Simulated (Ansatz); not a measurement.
Yb (fcc, Cu type)

```
CELL_PARAMETERS angstrom
      0.00000     2.61133     2.61133
      2.61133     0.00000     2.61133
      2.61133     2.61133     0.00000
ATOMIC_POSITIONS crystal
  Yb 0.00000 0.00000 0.00000
```

Equation-of-state scan: isotropic scaling of the cell above, V₀ being its volume. Symmetry pins the atoms to their sites.

Computed with PBE (plane waves to 420 eV, PAW, scalar-relativistic; Ansatz, a quantum-chemistry and plane-wave program). k mesh 15×15×15 (Γ-centred), Fermi-Dirac smearing 0.05 eV. Compression counts positive. The PAW data are Ansatz's earlier set. The relaxed volume of Yb is well below the measured one. Yb is run without spin polarisation. Yb was relaxed with its symmetry unable to fall. The filling of the f shell was not checked against other fillings, so treat energies with care.

At one point of the scan the stress tensor (GPa) is:

```
    1.1      0.0      0.0
    0.0      1.1      0.0
    0.0      0.0      1.1
```

Question: Which point is it?
(A) V/V₀ = 0.975
(B) V/V₀ = 0.950
(C) V/V₀ = 0.925
(D) V/V₀ = 0.900

Answer: B, V/V₀ = 0.950

(A scan under strain: stresses follow from slopes of the energy per volume, elastic moduli from its curvatures.)
